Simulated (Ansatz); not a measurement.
## Ba (dhcp): energy against volume

All numbers below come from Ansatz, DFT, r2SCAN, plane waves (500 eV) with PAW, scalar-relativistic. (PAW data from PBE, frozen cores regenerated.)

The cell is scaled uniformly from the relaxed one, with fractional coordinates and shape fixed. Energies are extrapolated to zero smearing, pressures are those at the given smearing. Magnetic state: spin not included.

A Birch-Murnaghan fit gives V₀ = 66.83 Å³/atom, B₀ = 7.7 GPa, B₀′ = 2.4.

(1) What are the energy above the minimum and the pressure at 61.537 Å³/atom?

(2) What are the energy above the minimum and the pressure at 64.213 Å³/atom?

(3) What are the energy above the minimum and the pressure at 74.915 Å³/atom?

Results:

(1) 11.0 meV/atom and 0.72 GPa as computed.

(2) 2.6 meV/atom and 0.35 GPa as computed.

(3) 20.6 meV/atom and -0.73 GPa as computed.
